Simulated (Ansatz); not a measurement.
SbAs: energy along a strain

SbAs, R-3m, a = 4.025 Å, c = 10.837 Å (as given, not relaxed at this level: -4.1 GPa). The structure is a COD entry; whether it is the stable form wasn't checked. Ansatz: PBEsol, PAW, 420 eV, Γ-centred 12×12×12 mesh on 2 atoms, Gaussian smearing 0.15 eV; no spin polarisation. Cell vectors (Å): 2.013 1.162 3.612; -2.013 1.162 3.612; 0.000 -2.324 3.612. The cell is strained by x per cent times the pattern (1 1 0 0 0 0) in the order xx yy zz yz xz xy (engineering shears), with fractional coordinates held. y is the free energy over the start, V0 = 25.347 Å³/atom.

| x (%) | y (meV/atom) |
| --- | --- |
| -2.00 | ? |
| -1.50 | -9.10 |
| -1.00 | -7.11 |
| -0.50 | -4.07 |
| 0.00 | 0.00 |
| 0.50 | 5.06 |
| 1.00 | 11.07 |
| 1.50 | 18.00 |
| 1.75 | 21.79 |
| 2.00 | 25.79 |

Problem. Fit y = c1 x + c2 x² + c3 x³ to the other rows, get the stiffness along the pattern, and predict the missing energy.

Solution. Least squares on the rows shown. y = 9.1442 x + 1.9774 x² − 0.050509 x³. The clamped-ion stiffness p·C·p = 2 × 19.77 eV × 160.2 / 25.347 Å³ = 250 GPa (second derivative at the start, which stands under stress). At x = -2.00 the fit asked for gives -9.97 meV/atom. The run gave -9.99 meV/atom, so the fit is 0.02 meV/atom too high, a small miss on the scale of the series.